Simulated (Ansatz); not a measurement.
This run works on a proposed trial structure, not on a known crystal.

Input and command of a plane-wave DFT calculation in Ansatz:

```yaml
crystal:
  lattice:
    - [6.75, 0.0, 0.0]
    - [-3.375, 5.84567148, 0.0]
    - [0.0, 0.0, 5.52]
  atoms:
    - { symbol: Zn, position: [0.33333333, 0.66666667, 0.42] }
    - { symbol: Zn, position: [0.3334, 0.1667, 0.375] }
    - { symbol: Zn, position: [0.8333, 0.6666, 0.375] }
    - { symbol: Zn, position: [0.8333, 0.1667, 0.375] }
    - { symbol: Zn, position: [0.66666667, 0.33333333, 0.92] }
    - { symbol: Zn, position: [0.1667, 0.3334, 0.875] }
    - { symbol: Zn, position: [0.6666, 0.8333, 0.875] }
    - { symbol: Zn, position: [0.1667, 0.8333, 0.875] }
    - { symbol: Se, position: [0.66666667, 0.33333333, 0.5] }
    - { symbol: Se, position: [0.33333333, 0.66666667, 0.0] }
    - { symbol: O, position: [0.1667, 0.3334, 0.5] }
    - { symbol: O, position: [0.1667, 0.8333, 0.5] }
    - { symbol: O, position: [0.6666, 0.8333, 0.5] }
    - { symbol: O, position: [0.3334, 0.1667, 0.0] }
    - { symbol: O, position: [0.8333, 0.6666, 0.0] }
    - { symbol: O, position: [0.8333, 0.1667, 0.0] }
basis:
  ecutwfc: 420
kpoints:
  mp_grid: { grid: [2, 2, 2] }
hamiltonian:
  xc: pbe
scf:
  occupations: { method: gaussian, width: 0.15 }
  lower_state_search: "off"
output:
  forces: true
  stress: true
  eigenvalues: true
relax:
  adjacent_minimum: "off"
  f_tol: 0.08
  max_steps: 16
  cell: { stress_tol: 0.8 }
```

```bash
ansatz run input.yaml --threads 1 --pin off --max-ram 2560MiB --backend cpu --events-out ev --progress --plain --runs-dir out
```

Processor: Intel(R) Xeon(R) Processor @ 2.50GHz (Skylake/Cascade Lake), 1 thread, on a host shared with other jobs.

**Question.** Estimate time, memory and problem size.

**Answer.** About 61 s, peak memory 0.57 GiB. It solves 99 bands at 4 k points (after reduction by symmetry) with about 4489 plane waves (on the last cell), in 45 SCF iterations over 6 ionic steps.
